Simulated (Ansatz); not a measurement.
The start is a randomly generated symmetric cell of AlNi (space group No. 69). The cell and all atomic positions are relaxed at zero pressure with PBEsol (plane waves to 420 eV, PAW, scalar-relativistic; Ansatz, a first-principles code). The first steps use a coarse 11×11×11 k-mesh.

The start:
```
AlNi
1.0
    0.00000     2.58799     2.59355
    2.21655     0.00000     2.59355
    2.21655     2.58799     0.00000
Al Ni
1 1
Cartesian
  2.21655   2.58799   2.59355
  0.00000   0.00000   0.00000
```
Spin-polarised start, with parallel moments on Ni.

**Question.** How large is the pressure on the unrelaxed cell, and of which sign?

**Answer.** -2.3 GPa (negative: the cell is under tension).

**Question.** Does the structure survive the relaxation? Give the final space group.

**Answer.** The space group goes from I4/mmm (No. 139) to Fm-3m (No. 225); the end is rock salt type, with 2 atoms in the primitive cell.

**Question.** How does the volume change?

**Answer.** -7.1 %, from 14.88 to 13.83 Å³/atom.

**Question.** How do the shortest distances between atoms change?

**Answer.** The closest pairs of elements (up to four, under 3.6 Å), start → end: Al–Ni 2.22 → 2.40 Å; Al–Al 3.41 → 3.39 Å; Ni–Ni 3.41 → 3.39 Å.

**Question.** Is the relaxed structure metallic? Give its gap.

**Answer.** No gap (metallic).

**Question.** What magnetic moments remain?

**Answer.** Zero (the starting moments vanished).

Final values are on a 17×17×17 k-mesh of the relaxed cell. No spin polarisation in the result: the starting moments vanished. A magnetic state may lie lower.

The run could not lose the symmetry of its start, so the end can be a saddle point.

All atoms sit on sites fixed by symmetry, so only the cell could relax.

The relaxed structure here is a generated cell of AlNi: the first start was made by a random draw of sites in a space group, and the end was not matched to a known phase here, so it may be hypothetical. Known forms of AlNi include space group No. 221.
